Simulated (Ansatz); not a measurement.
Relaxed Ni (fcc, Cu type):

```xyz
4
Lattice="3.4798 0.0000 0.0000 0.0000 3.4798 0.0000 0.0000 0.0000 3.4798" Properties=species:S:1:pos:R:3 pbc="T T T"
Ni     0.0000     0.0000     0.0000
Ni     1.7399     1.7399     0.0000
Ni     1.7399     0.0000     1.7399
Ni     0.0000     1.7399     1.7399
```

All values below come from r2SCAN (plane waves to 500 eV, PAW, scalar-relativistic; Ansatz, a first-principles code). k mesh 11×11×11 (Γ-centred), Fermi-Dirac smearing 0.05 eV. With partly filled bands, energies and forces of such displacements shift with the k mesh and the smearing. On this mesh the relaxed cell isn't quite at rest: it carries a pressure of 0.1 GPa (compression positive) at the zero of the scan. Ni was relaxed with its symmetry unable to fall. Relaxed Ni ends ferromagnetic. The PAW data are Ansatz's earlier set. The magnetic order is the one the run started from; other orders were not tried.

One atom of the cell was then moved (with its periodic images), all else fixed, and the forces (eV/Å) came out as:

| atom | Fx | Fy | Fz |
|---|---|---|---|
| Ni1 | 0.000 | 0.000 | 1.533 |
| Ni2 | 0.000 | 0.000 | 1.533 |
| Ni3 | 0.000 | 0.000 | -3.174 |
| Ni4 | 0.000 | 0.000 | 0.108 |

Which atom was moved, and by which vector (Å)?

Ni3, by (0.00, 0.00, 0.29), 0.29 Å in all.

(For displaced atoms, the force is minus the slope of the energy, and its curvature is a force constant, which sets phonon frequencies.)
